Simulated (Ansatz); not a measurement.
Consider the following.

Sb:
```cif
data_Sb
_chemical_formula_sum 'Sb1'
_space_group_name_H-M_alt 'Pm-3m'
_space_group_IT_number 221
_space_group_name_Hall '-P 4 2 3'
_cell_length_a 3.06084
_cell_length_b 3.06084
_cell_length_c 3.06084
_cell_angle_alpha 90.000
_cell_angle_beta 90.000
_cell_angle_gamma 90.000
loop_
_atom_site_label
_atom_site_type_symbol
_atom_site_symmetry_multiplicity
_atom_site_Wyckoff_symbol
_atom_site_fract_x
_atom_site_fract_y
_atom_site_fract_z
_atom_site_occupancy
Sb1 Sb 1 a 0.00000 0.00000 0.00000 1
```

This is the PBEsol-relaxed structure.

Q: All from PBEsol (plane waves, PAW; program Ansatz), unless another level is named. Predict the electronic character.

A: metallic (no gap).

Q: Give the density of states at the Fermi level.

A: 0.49 states/eV per atom (mean over ±0.08 eV).

Q: Give the gap with spin–orbit coupling.

A: none (metallic).

The workflow started from a Materials Project entry (that database holds measured and hypothetical structures alike); the Crystallography Open Database files this formula in space group No. 221, but the cells were not matched. It is not the phase usual at ambient conditions (space group No. 166). The cell was relaxed with PBEsol under the symmetry of its start; whether a distortion lowers the energy is not shown. Spin–orbit coupling is left out wherever it is not named.

Potentials: the earlier of the program's two PAW sets. The files were generated under PBE; for other functionals the program regenerates the frozen cores, and for LDA and PBEsol the local potential too.
